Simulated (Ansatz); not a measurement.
## A plane-wave run on K$_{2}$HfSe$_{6}$

Input file of Ansatz 0.2.0:

```yaml
crystal:
  lattice:
    - [0.0, 5.190328, 5.190328]
    - [5.190328, 0.0, 5.190328]
    - [5.190328, 5.190328, 0.0]
  atoms:
    - { symbol: Se, position: [0.7563, 0.2437, 0.2437] }
    - { symbol: Se, position: [0.2437, 0.7563, 0.2437] }
    - { symbol: Se, position: [0.2437, 0.7563, 0.7563] }
    - { symbol: Se, position: [0.7563, 0.2437, 0.7563] }
    - { symbol: Se, position: [0.2437, 0.2437, 0.7563] }
    - { symbol: Se, position: [0.7563, 0.7563, 0.2437] }
    - { symbol: Hf, position: [0.0, 0.0, 0.0] }
    - { symbol: K, position: [0.25, 0.25, 0.25] }
    - { symbol: K, position: [0.75, 0.75, 0.75] }
  symmetry: { tolerance: 0.0003 }
kpoints:
  mp_grid: { grid: [6, 6, 6], shift: [0, 0, 0] }
  band_path:
    path:
      - [0.0, 0.0, 0.0]
      - [0.5, 0.0, 0.5]
      - [0.625, 0.25, 0.625]
      - [0.375, 0.375, 0.75]
      - [0.0, 0.0, 0.0]
      - [0.5, 0.5, 0.5]
      - [0.5, 0.25, 0.75]
      - [0.5, 0.0, 0.5]
    npoints: 8
magnetization:
  spin_polarized: false
scf:
  occupations: { method: fermi_dirac }
  lower_state_search: "off"
  max_iter: 200
hamiltonian:
  pseudopotentials: { kind: paw }
  xc: pbe
basis:
  ecutwfc: 420
  fft_grid_basis: typed
output:
  forces: true
  stress: true
  eigenvalues: true
  bader: true
  populations: true
  elf: true
  write_potential: true
  volumetric_format: npy
  dos:
    e_range: [-12, 8]
    de: 0.05
    projected: { site_lists: { Hf: [Hf], K: [K], Se: [Se] } }
checkpoint:
  read: saved_state
```

The run starts from an earlier solution of this cell. 

Output (shortened):

```
Free energy (F): -51615.6642 eV
Harris-Foulkes:  -51615.6642 eV  (|F-HF|=2.08e-7)
Internal energy: -51615.2987 eV  (E = F + TS)
E sigma→0 (E₀):  -51615.4814 eV
Entropy (-TS):   -0.3655 eV (-40.606 meV/atom)
Fermi energy:    5.4992 eV
--- Per-component energies (eV) ---
  E_band       = -2970.7271
  E_kinetic    = 1637.3742
  E_local      = -26770.6129  (includes V_loc(G=0)·N_el)
  E_nonlocal   = -4791.3102
  E_hartree    = 12728.8858
  E_xc         = -1191.1105
  E_vxc        = -1178.5532  (∫ρ·V_xc dr)
  E_paw        = -19960.7081  (= ΣΔE_a)
  E_vpaw       = 2674.6238  (= ΣTr[D̂ρ^β])
  E_aug_tail   = -0.0036  (compensation charges beyond the density's cutoff)
  E_ewald      = -13267.8133
  E_smearing   = -0.3655  (= −TS)
--- Forces (eV/Å), atoms counted from 1 ---
  atom   1  Se     1.1772     0.0000     0.0000
  atom   2  Se     0.0000     1.1772     0.0000
  atom   3  Se    -1.1772     0.0000     0.0000
  atom   4  Se     0.0000    -1.1772     0.0000
  atom   5  Se     0.0000     0.0000     1.1772
  atom   6  Se     0.0000     0.0000    -1.1772
  atom   7  Hf     0.0000     0.0000     0.0000
  atom   8  K      0.0000     0.0000     0.0000
  atom   9  K      0.0000     0.0000     0.0000
--- Stress (GPa, compression-positive) ---
        0.9362       0.0000       0.0000
        0.0000       0.9362       0.0000
        0.0000       0.0000       0.9362
  P = ⅓ Tr σ = 0.9362 GPa (9.362 kbar)
--- Löwdin populations: 9 sites ---
  site symbol       q [e]
     0     Se     16.2547
     1     Se     16.2547
     2     Se     16.2547
     3     Se     16.2547
     4     Se     16.2547
     5     Se     16.2547
     6     Hf     25.6205
     7      K      8.2911
     8      K      8.2911
  spilling = 0.0019 (of n_electrons = 140.0000)
--- Bader charges: 9 sites ---
  site symbol  charge [e]  shift [e]
     0     Se     -0.5755     0.0002
     1     Se     -0.5755     0.0002
     2     Se     -0.5755     0.0002
     3     Se     -0.5755     0.0002
     4     Se     -0.5755     0.0002
     5     Se     -0.5755     0.0002
     6     Hf      1.7901     0.0013
     7      K      0.8314     0.0000
     8      K      0.8314     0.0000
```

Origin: a known structure type with other elements, at an estimated volume, so it need not be a known compound. Caveats: many states at the Fermi level without spin polarisation, so a magnetic state may lie lower.
